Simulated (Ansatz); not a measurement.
Given:

AlP:
```cif
data_Al2P2
_chemical_formula_sum 'Al2 P2'
_space_group_name_H-M_alt 'P63/mmc'
_space_group_IT_number 194
_space_group_name_Hall '-P 6c 2c'
_cell_length_a 3.60408
_cell_length_b 3.60408
_cell_length_c 5.77717
_cell_angle_alpha 90.000
_cell_angle_beta 90.000
_cell_angle_gamma 120.000
loop_
_atom_site_label
_atom_site_type_symbol
_atom_site_symmetry_multiplicity
_atom_site_Wyckoff_symbol
_atom_site_fract_x
_atom_site_fract_y
_atom_site_fract_z
_atom_site_occupancy
Al1 Al 2 a 0.00000 0.00000 0.00000 1
P1 P 2 c 0.33333 0.66667 0.25000 1
```

This is the PBE-relaxed structure.

Q: All from DFT-PBE in the program Ansatz with PAW potentials, unless another level is named. Give the electronic character.

A: metallic (no gap).

Q: Predict the density of states at the Fermi level.

A: 0.17 states/eV per atom (mean over ±0.08 eV).

Q: Give the formation energy from the elements (no fitted shifts).

A: -0.38 eV/atom.

Space group P6_3/mmc (NiAs type). The start of the workflow was typed in or built on a structure type; neither database checked (COD, Materials Project) lists it. It is not the phase usual at ambient conditions (space group No. 216). Symmetry was held in the PBE relaxation; whether a distortion lowers the energy is not shown. The references are the lowest solids computed at this level, not always the standard phases.

Potentials: the later of the program's two PAW sets.
